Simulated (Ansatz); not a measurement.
Here is the system:

Starting cell, WSe₂ (2H-MoS2 type, space group P6_3/mmc):

```yaml
crystal:
  lattice:
    - [3.29952, 0.00000, 0.00000]
    - [-1.64976, 2.85747, 0.00000]
    - [0.00000, 0.00000, 13.14745]
  atoms:
    - { symbol: W, position: [0.33333, 0.66667, 0.25000] }
    - { symbol: W, position: [0.66667, 0.33333, 0.75000] }
    - { symbol: Se, position: [0.33333, 0.66667, 0.62334] }
    - { symbol: Se, position: [0.66667, 0.33333, 0.12334] }
    - { symbol: Se, position: [0.66667, 0.33333, 0.37666] }
    - { symbol: Se, position: [0.33333, 0.66667, 0.87666] }
```

Scan: atom 5 (Se, nearest neighbour W at 2.530 Å; its periodic images, 3.3 Å or more away, move with it) is displaced along Cartesian z, direction (0.000, 0.000, 1.000) in Cartesian axes, by s. The other atoms stay.

Computed with r2SCAN+rVV10 (plane waves to 500 eV, PAW, scalar-relativistic; Ansatz, a quantum-chemistry and plane-wave program). k mesh 9×9×2 (Γ-centred), Fermi-Dirac smearing 0.05 eV. The energy includes the smearing's −TS. As the smearing reaches across the gap at some points, energies and forces of such displacements shift with the k mesh and the smearing. Spin-orbit coupling is left out, though W is heavy. The PAW data are Ansatz's earlier set. WSe2 is run without spin polarisation. WSe2 was relaxed with its symmetry unable to fall. ΔE is measured from the undisplaced structure.

The scan covers s from -0.510 to 0.510 Å in 11 points.

Task: Is the energy the same for displacements of ±0.510 Å, and if not, which side lies higher?

Result: Not even: the negative side lies higher at ±0.510 Å. With its periodic images moving along, the atom's site symmetry in this cell is 3m..

Task: What is the energy change at s = 0.510 Å?

Result: 1464 meV/cell.

Task: What force acts on the atom along the line at s = -0.510 Å?

Result: 11.3 eV/Å.

Task: What is the force constant k = d²E/ds² of this move at s = 0?

Result: 16.9 eV/Å².

(A displaced cell: forces are minus the slopes of the energy, force constants its curvatures, and phonons follow from these.)
